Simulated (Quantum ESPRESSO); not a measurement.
One change at a time to Ag2Nb2Os3Ta

Calculated results; nothing here was measured. They come from Quantum ESPRESSO 7.5, a public plane-wave density functional program. Each row is one single-point run on a made-up periodic cell of eight metal atoms, with elements, volume, strain and displacements drawn at random and not relaxed, so a cell may be unstable or far from any real phase. There is no spin polarisation or spin-orbit coupling.

Settings: PBE unless stated; PseudoDojo standard norm-conserving files; Fermi-Dirac width 0.25 eV, which means electrons at about 2900 K; cutoff 1143 eV; 8 x 5 x 3 k mesh shifted half a step off Gamma. E is the free energy of the whole cell (internal energy minus TS), so a -TS column is already part of it. Stress is positive in tension, and the pressure P is minus a third of its trace.

Checks: one run of this series was repeated at a higher cutoff and on a denser mesh, which moved values by no more than 0.008 eV, 0.11 GPa and 0.011 eV/Å, and a second program with other atomic files agreed on it to 2 % rms in force and 0.5 GPa in pressure. Known limits: heavy elements are run without spin-orbit coupling, which real alloys of them have; a spin test at this wide smearing found no moment, but such smearing suppresses magnetism that the real alloy may have.

The lattice is hexagonal close-packed, and the cell vectors in Å are (-2.781, 0.014, -0.014); (-0.024, 4.904, -0.027); (1.357, -2.407, -9.414), a volume of 128.62 Å³ in run 1. The elements on sites 1 to 8 are Ta Ag Os Nb Os Ag Os Nb. Each later run makes one change to run 1 and keeps the rest. E is counted from run 1, and is n/a where other atomic files have another zero of energy.

| run | change | V (Å³) | P (GPa) | -TS (eV) | rms force (eV/Å) | largest change of a force component (eV/Å) | E (eV) |
|---|---|---|---|---|---|---|---|
| 1 | none | 128.62 | 9.04 | -1.518 | 0.883 | 0.000 | 0.000 |
| 2 | sites 1 and 6 exchanged | 128.62 | 6.65 | -1.514 | 1.022 | 1.440 | 0.521 |
| 3 | all lengths scaled by +1.19 % | 133.26 | 0.95 | -1.583 | 0.801 | 0.230 | ? |
| 4 | PBEsol in place of PBE | 128.62 | 0.76 | -1.520 | 0.852 | 0.121 | n/a |
| 5 | V on site 4 | 128.62 | 1.25 | -1.673 | 0.861 | 1.309 | n/a |
| 6 | site 2 moved by -0.15 Å along z | 128.62 | 8.78 | -1.516 | 0.861 | 1.136 | -0.064 |

## Worked estimate

Along a uniform scaling dE = -P dV. The mean of the two pressures is 4.995 GPa and the volume changes by 4.64 Å³, with 160.2 GPa to one eV/Å³. The same two rows give -V dP/dV = 228 GPa for this cell with clamped atoms, which is not the bulk modulus of a real alloy.

## Withheld value

Question: what E should run 3 give?

The estimate is -0.145 eV. The calculation gave -0.142 eV.
